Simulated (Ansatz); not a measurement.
All numbers below come from DFT PBE, scalar-relativistic, plane waves, PAW (Ansatz 0.2.0). The final run on the 8-atom cell used 420 eV, a Γ-centred 8×8×8 mesh, 0.02 eV smearing and no spin polarisation.

The zero of energy is the elements' standard structures at the same level; no fitted shifts are applied.

Problem. Propose a candidate for a tetragonal semiconductor with formula Al₃InAs₄, with a gap near 1.1 eV, a formation energy near −0.42 eV/atom and a density near 4.14 g/cm³, in a cell of 8 atoms. Its symmetry should be I-42m (No. 121).

Solution. Al₃InAs₄, space group I-42m (No. 121). Around Al on a site of symmetry -42m lie 4 As at 2.48 Å; Al on a site of symmetry -4 is surrounded by 4 As at 2.49 Å; In is surrounded by 4 As at 2.65 Å; As has 3 Al at 2.48–2.49 Å and 1 In at 2.65 Å.

```
Al In As
1.0
    -2.91865    2.91865    5.82845
     2.91865   -2.91865    5.82845
     2.91865    2.91865   -5.82845
Al In As
3 1 4
Direct
  0.00000 0.00000 0.00000
  0.25000 0.75000 0.50000
  0.75000 0.25000 0.50000
  0.50000 0.50000 0.00000
  0.63294 0.63294 0.52695
  0.10600 0.10600 0.47305
  0.89400 0.36706 0.00000
  0.36706 0.89400 0.00000
```

The volume per atom is 24.82 Å³. The density is 4.14 g/cm³, the energy over the elements is −0.421 eV/atom and the gap on the 8×8×8 mesh of the 8-atom cell is 1.15 eV.

It was reached by relaxing an invented guess, and it needn't be the stable form of this composition. Other answers may fit too; this one was computed.

Kohn–Sham gaps at this level usually fall short of measured ones. The reference form of As is held partly by dispersion forces, which this level lacks. A later test with randomly moved atoms came back to the same energy, though modes that don't fit the test's cell weren't probed.
